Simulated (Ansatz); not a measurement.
Space group Pm-3m (No. 221). a = 3.821 Å, b = 3.821 Å, c = 3.821 Å, α = 90.00°, β = 90.00°, γ = 90.00°
```
atom site symmetry x y z
   V    3c    4/mm.m  0.0000  0.5000  0.5000
  Au    1a m-3m  0.0000  0.0000  0.0000
```

Equation of state of this V3Au structure (not necessarily the ground state), with shape and atoms relaxed at each volume where symmetry leaves them free. It has no gap at any of these volumes. Method: DFT PBEsol, scalar-relativistic, plane waves, PAW (Ansatz 0.2.0).

Settings: cutoff 420 eV, Γ-centred mesh 12×12×12 on the computed 4-atom cell, Gaussian smearing of 0.10 eV; no spin polarisation.

| V (Å³/atom) | E − E(largest V) (meV/atom) | P (GPa) |
| --- | --- | --- |
| 13.109 | 6.65 | 14.68 |
| 13.527 | -20.85 | 6.76 |
| 13.945 | -29.29 | 0.03 |
| 14.364 | -21.53 | -5.69 |
| 14.782 | 0.00 | -10.55 |

Problem. Fit a third-order Birch–Murnaghan equation to E(V).

Solution. V0 = 13.94 Å³/atom, B0 = 206 GPa, B0' = 4.4.

Spin-orbit coupling is left out, which matters for the bands of heavy elements.

Cost: 5 runs of about 1.1 core-minutes in all, on Arm Neoverse V1 (shared hosts).